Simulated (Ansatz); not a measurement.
Li$_{3}$VS$_{4}$:
```
Li3VS4
1.0
    5.74456     0.00000     0.00000
    0.00000     5.74456     0.00000
    0.00000     0.00000     5.74456
Li V S
3 1 4
Direct
  0.00000   0.00000   0.50000
  0.50000   0.00000   0.00000
  0.00000   0.50000   0.00000
  0.00000   0.00000   0.00000
  0.21393   0.21393   0.21393
  0.21393   0.78607   0.78607
  0.78607   0.78607   0.21393
  0.78607   0.21393   0.78607
```

Relaxed with LDA.

Q: Give the optical modes at the zone centre with their infrared and Raman activity from DFPT, the program Ansatz at the LDA level (PAW).

A: Transverse frequencies, without the LO–TO term; a row sums one degenerate level.

| ω (cm⁻¹) | degeneracy | IR ((D/Å)²/amu) | Raman (Å⁴/amu) | activity | symmetry |
|---|---|---|---|---|---|
| 71 | 3 | 0.00 | 0 | silent | T1 |
| 215 | 3 | 0.09 | 33 | IR+Raman | T2 |
| 220 | 2 | 0.00 | 270 | Raman | E |
| 288 | 3 | 0.37 | 2.9 | IR+Raman | T2 |
| 321 | 3 | 0.00 | 0 | silent | T1 |
| 420 | 1 | 0.00 | 480 | Raman | A1 |
| 445 | 3 | 42.33 | 2.0 | IR+Raman | T2 |
| 540 | 3 | 0.85 | 60 | IR+Raman | T2 |

Q: How high does the top mode go among those that the LO–TO term moves?

A: 542 cm⁻¹ for q along x.

Space group P-43m. The workflow started from a Materials Project entry (that database holds measured and hypothetical structures alike); the Crystallography Open Database copy checked does not list it. Whether it is the stable phase at ambient conditions was not checked. The LDA relaxation kept the symmetry of its start; phonons on a q-mesh show no instability. The run is not spin-polarised.

Potentials: the later of the program's two PAW sets.
